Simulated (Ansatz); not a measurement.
Crystals of one structure type (rock salt) and one family of elements, relaxed and computed with the program Ansatz at the r²SCAN level (PAW).

| crystal | K_Hill (GPa) | G_Hill (GPa) |
|---|---|---|
| KI | 12.4 | 6.6 |
| KBr | 15.9 | 8.7 |
| KCl | 19.2 | 10.4 |
| NaCl | 27.5 | ? |
| LiCl | 34.8 | 23.9 |
| KF | 35.3 | 18.1 |
| NaF | 54.4 | 35.4 |

Q: Fit a straight line to ln G against ln K and predict the withheld value.

A: Least squares on the 6 shown rows: ln G = 1.13 × ln K + (-0.973), with a scatter of 9 %. For NaCl this gives 16.0. The run itself gave 17.1, within the scatter.

All cells were relaxed under the symmetry of their starts (and spin orders); stability against distortions was not tested throughout. Spin–orbit coupling is left out wherever it is not named.

Potentials: the later of the program's two PAW sets.
